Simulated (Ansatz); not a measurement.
Structure relaxation, WS₂

The start is a generated trial cell of WS2 in the AFLOW prototype AB2_hP12_194_f_ah (C14, as in MgZn2). The structure is fully relaxed (lattice and positions, P = 0) with PBEsol (plane waves to 420 eV, PAW, scalar-relativistic; Ansatz, a first-principles code). First-step values are on the input's coarse k-mesh.

Ansatz input (later rounds restart from its end on a renewed k-mesh):
Ansatz 0.2 input:
```yaml
crystal:
  lattice:
    - [5.3621235, 0, 0]
    - [-2.6810618, 4.6437352, 0]
    - [0, 0, 8.79417]
  atoms:
    - { symbol: W, position: [0.33333333, 0.66666667, 0.06286] }
    - { symbol: W, position: [0.66666667, 0.33333333, 0.56286] }
    - { symbol: W, position: [0.66666667, 0.33333333, 0.93714] }
    - { symbol: W, position: [0.33333333, 0.66666667, 0.43714] }
    - { symbol: S, position: [0, 0, 0] }
    - { symbol: S, position: [0, 0, 0.5] }
    - { symbol: S, position: [0.830485, 0.169515, 0.25] }
    - { symbol: S, position: [0.66097, 0.830485, 0.75] }
    - { symbol: S, position: [0.830485, 0.66097, 0.25] }
    - { symbol: S, position: [0.169515, 0.830485, 0.75] }
    - { symbol: S, position: [0.33903, 0.169515, 0.25] }
    - { symbol: S, position: [0.169515, 0.33903, 0.75] }
basis: { ecutwfc: 420, ecutrho_ratio: 4, xc_grid: 2, fft_grid_basis: typed }
kpoints: { mp_grid: { grid: [4, 4, 2] } }
hamiltonian:
  xc: pbesol
  dispersion: none
  pseudopotentials: { kind: paw }
scf: { occupations: { method: fermi_dirac, width: 0.05 } }
relax: { f_tol: 0.01, max_steps: 100, cell: { stress_tol: 0.02 } }
output: { forces: true, stress: true }
```

Q: How large is the pressure on the unrelaxed cell, and of which sign?

A: -22 GPa (negative: the cell is under tension).

Q: Which atoms feel the largest initial force, and how large is it?

A: About 1.1 eV/Å, on S7, S8, S9, S10, S11, S12 (atoms numbered as listed).

Q: By how much does the energy per atom fall from start to end?

A: 0.82 to 0.86 eV/atom (the two k-meshes of the run give this range).

Q: Is the relaxed structure metallic? Give its gap.

A: No gap (metallic).

Q: What does it relax into? Give the structure.

A: 
Space group P6₃/mmc (No. 194); a = 6.344 Å, b = 6.344 Å, c = 5.835 Å, α = 90.00°, β = 90.00°, γ = 120.00°

```tsv
atom	site	symmetry	x	y	z
W	4f	3m.	0.6667	0.3333	0.0206
S	2a	-3m.	0.0000	0.0000	0.0000
S	6h	mm2	0.1764	0.3528	0.2500
```

The space group stays P6₃/mmc (No. 194) (the run could not lower it), with 12 atoms in the primitive cell. Final values are on a 7×7×7 k-mesh of the relaxed cell. No spin polarisation in the result. A magnetic state may lie lower.

The run could not lose the symmetry of its start.

The first start was generated by placing the elements on the sites of a structure type. A measured structure of WS2 has the same space group, P6₃/mmc (No. 194); the sites were not compared with it.
